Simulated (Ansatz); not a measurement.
# Two-dimensional strain map in Ca

The calculation used DFT PBEsol, scalar-relativistic, plane waves, PAW in Ansatz. Settings: plane waves to 420 eV, k-mesh 12×12×8 (Γ-centred), Gaussian smearing 0.15 eV. No spin polarisation. Energies are free energies at this smearing, counted from the undisturbed cell; pressure is positive in compression.

The starting cell (as given, not relaxed at this level; it stands at -1.4 GPa; this form isn't the usual structure):

```xyz
2
Lattice="3.9800 0.0000 0.0000 -1.9900 3.4468 0.0000 0.0000 0.0000 6.5200" Properties=species:S:1:pos:R:3 pbc="T T T"
Ca    0.0000    2.2979    1.6300
Ca    1.9900    1.1489    4.8900
```

The cell is strained by p along both x and y and by q along z, fractional coordinates fixed. Points are written (p, q).

Energy above the undisturbed cell in meV/atom (a dash: not computed):

```csv
p \ q,-0.030,-0.015,0.000,0.015,0.030
-0.030,-18.6,-17.8,-14.5,-9.1,-1.6
-0.015,-15.5,-13.7,-9.7,-3.6,4.5
0.000,-7.5,-4.8,0.0,6.9,15.6
0.015,4.9,8.5,14.1,21.7,31.1
0.030,21.1,25.7,32.1,40.4,50.5
```

Pressure in GPa:

```csv
p \ q,-0.030,-0.015,0.000,0.015,0.030
-0.030,0.0,-0.3,-0.5,-0.8,-1.0
-0.015,-0.5,-0.8,-1.0,-1.2,-1.4
0.000,-1.0,-1.2,-1.4,-1.6,-1.8
0.015,-1.4,-1.6,-1.8,-2.0,-2.1
0.030,-1.7,-1.9,-2.1,-2.3,-2.4
```